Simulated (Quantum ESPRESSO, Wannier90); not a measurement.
# Wannier functions of Li2Se (anti-fluorite)

```xyz
3
Lattice="0.0000 2.9760 2.9760 2.9760 0.0000 2.9760 2.9760 2.9760 0.0000" Properties=species:S:1:pos:R:3 pbc="T T T"
Li    -1.4880    -1.4880    -1.4880
Li     1.4880     1.4880     1.4880
Se     0.0000     0.0000     0.0000
```

Cell from Materials Project (mp-2286), symmetrised, no further relaxation. COD (Crystallography Open Database) has an entry of this formula and space group (matched by these alone). Method: PBE plane waves in Quantum ESPRESSO 7.5 (PseudoDojo norm-conserving files, 69 Ry, no spin polarisation, no spin-orbit coupling), Bloch states on a 10×10×10 mesh through Γ, Wannier90 4.0.1. Density: 10×10×10 mesh, cold smearing 0.01 Ry. Spin-orbit coupling, left out, would split the p-like bands by a few tenths of an eV.

Base run: 12 functions from bands 8-28 of the 28 computed, start hydrogen-like Li: s;p; Se: s;p, centres 0.05 Å off the atoms, frozen window up to 4.46 eV relative to the valence-band maximum, outer window open. Rows change the key named; with other orbitals the number of functions and the frozen window follow, as listed; window edges are relative to the valence-band maximum. The misfit compares interpolated bands with pw.x on a high-symmetry path, for states up to 4.0 eV relative to the valence-band maximum. Converged means that the tolerances were met: symmetric starts can stop on a saddle, which shows as a larger Ω_OD at equal Ω_I and can move the misfit too.

```json
[
 {"setting": "base", "functions": "12", "frozen to (eV)": "4.46", "Ω_I (Å²)": "14.70", "Ω_D (Å²)": "0.00", "Ω_OD (Å²)": "3.66", "rms misfit (meV)": "5.5", "worst (meV)": "45", "ended": "converged"}
]
```

### Question
Starting from this base row, predict which settings stop with an error, and how Ω_I and the misfit move in the others: only the lowest 14 of the kept bands; only the lowest 16 of the kept bands; only the lowest 18 of the kept bands; dis_mix_ratio = 0.2.

### Answer
```csv
setting,functions,frozen to (eV),Ω_I (Å²),Ω_D (Å²),Ω_OD (Å²),rms misfit (meV),worst (meV),ended
only the lowest 14 of the kept bands,12,4.46,24.91,0.13,5.17,2.2,13,converged
only the lowest 16 of the kept bands,12,4.46,19.04,0.02,4.63,3.7,31,converged
only the lowest 18 of the kept bands,12,4.46,16.48,0.00,4.55,4.6,37,converged
dis_mix_ratio = 0.2,12,4.46,14.70,0.00,3.75,5.9,49,converged
```
